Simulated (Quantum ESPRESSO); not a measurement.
## One change at a time to AgCuOs3Pd3

All numbers below are calculated, not measured. They come from Quantum ESPRESSO 7.5, a public plane-wave density functional program. Each row is one single-point run on a made-up periodic cell of eight metal atoms, with elements, volume, strain and displacements drawn at random and not relaxed, so a cell may be unstable or far from any real phase. There is no spin polarisation or spin-orbit coupling.

Settings: PBE unless stated; PseudoDojo standard norm-conserving files; Fermi-Dirac width 0.25 eV, which means electrons at about 2900 K; cutoff 1252 eV; 6 x 5 x 5 k mesh shifted half a step off Gamma. E is the free energy of the whole cell (internal energy minus TS), so a -TS column is already part of it. Stress is positive in tension, and the pressure P is minus a third of its trace.

Checks: one run of this series was repeated at a higher cutoff and on a denser mesh, which moved values by no more than 0.003 eV, 0.04 GPa and 0.005 eV/Å, and a second program with other atomic files agreed on it to 2 % rms in force and 0.5 GPa in pressure. Known limits: the copper pseudopotential is less sure than most, with forces differing by about three percent and pressure by about two GPa from a second method on plain copper; heavy elements are run without spin-orbit coupling, which real alloys of them have; a spin test at this wide smearing found no moment, but such smearing suppresses magnetism that the real alloy may have.

The lattice is hexagonal close-packed, and the cell vectors in Å are (2.824, -0.023, 4.570); (2.841, 0.094, -4.580); (-2.771, 4.764, -0.058), a volume of 124.37 Å³ in run 1. The elements on sites 1 to 8 are Cu Os Os Ag Os Pd Pd Pd. Each later run makes one change to run 1 and keeps the rest. E is counted from run 1, and is n/a where other atomic files have another zero of energy.

```
run                           change  V (Å³)  P (GPa)  -TS (eV)  rms force (eV/Å)  largest change of a force component (eV/Å)  E (eV)
  1                             none  124.37    -6.76    -1.854             0.899                                       0.000   0.000
  2          sites 2 and 7 exchanged  124.37    -6.73    -1.865             0.977                                       1.311   0.236
  3    all lengths scaled by +0.69 %  126.96   -10.25    -1.901             0.816                                       0.178       ?
  4           PBEsol in place of PBE  124.37   -15.36    -1.857             0.831                                       0.142     n/a
  5                     Ti on site 4  124.37   -10.33    -1.689             0.615                                       1.390     n/a
  6  site 1 moved by +0.09 Å along y  124.37    -6.45    -1.853             0.901                                       0.458   0.018
```

## Worked estimate

Along a uniform scaling dE = -P dV. The mean of the two pressures is -8.505 GPa and the volume changes by 2.59 Å³, with 160.2 GPa to one eV/Å³. The same two rows give -V dP/dV = 169 GPa for this cell with clamped atoms, which is not the bulk modulus of a real alloy.

## Withheld value

Question: what E should run 3 give?

The estimate is 0.137 eV. The calculation gave 0.138 eV.
